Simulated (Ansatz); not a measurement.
# MoPt2-type LaOs2

Method: PBEsol, scalar-relativistic; no spin polarisation; PAW, 420 eV, Γ-centred 12×12×12 mesh, 0.05 eV Gaussian smearing; code Ansatz. The datasets are Ansatz's generated set soft_2.

```cif
data_structure
_symmetry_space_group_name_H-M 'Immm'
_symmetry_Int_Tables_number 71
_cell_length_a 2.8396
_cell_length_b 3.8781
_cell_length_c 10.7337
_cell_angle_alpha 90.000
_cell_angle_beta 90.000
_cell_angle_gamma 90.000
_cell_volume 118.20
loop_
_atom_site_label
_atom_site_type_symbol
_atom_site_symmetry_multiplicity
_atom_site_Wyckoff_symbol
_atom_site_fract_x
_atom_site_fract_y
_atom_site_fract_z
_atom_site_occupancy
La1 La 2 a 0.00000 0.00000 0.00000 1
Os1 Os 4 i 0.00000 0.00000 0.70982 1
```

This is a trial structure; measured cells of the compound in the Crystallography Open Database are in space group Fd-3m.

The cell is relaxed to zero pressure at this level.

The run used a cell of 3 atoms; the mesh refers to it.

```json
{
  "Volume": "19.70 Å³/atom",
  "f electrons (orthogonalised atomic orbitals)": "La 0.30",
  "Formation energy from the elements (0 K, uncorrected)": "0.29 eV/atom (unstable against the elements)"
}
```

(1) What does PBEsol give for the band gap?

Answer:

(1) zero (metallic).

The calculation's cell holds 43 valence electrons, an odd number. Without magnetic order each band takes two, so one stays part-filled and the crystal must be a metal. (Only strong correlation, outside this picture, could make a Mott insulator of it.)

Spin–orbit coupling, which matters for such heavy elements, is left out.
